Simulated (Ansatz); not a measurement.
Here is the system:

Al:
Space group Fd-3m, origin choice 1 (No. 227); a = b = c = 5.999 Å, α = β = γ = 90.00°

```
atom  site  symmetry       x       y       z
----  ----  --------  ------  ------  ------
Al      8b      -43m  0.5000  0.5000  0.5000
```
(The calculation used a cell of 2 atoms; values per cell refer to that cell.)

This is the PBEsol-relaxed structure.

### Question
All from the program Ansatz at the PBEsol level (PAW), unless another level is named. Estimate the highest zone-centre frequency.

### Answer
281 cm^-1.

### Question
What about the bulk modulus (Birch–Murnaghan fit)?

### Answer
398 kbar.

The start of the workflow was typed in or built on a structure type; neither database checked (COD, Materials Project) lists it. It is not the phase usual at ambient conditions (space group No. 225). The cell was relaxed with PBEsol under the symmetry of its start. At this level the phase is mechanically unstable. As this level gives no gap, phonon frequencies hold no LO–TO term and depend on the k-mesh and smearing (Fermi–Dirac, 0.1 eV here).

Potentials: the later of the program's two PAW sets.
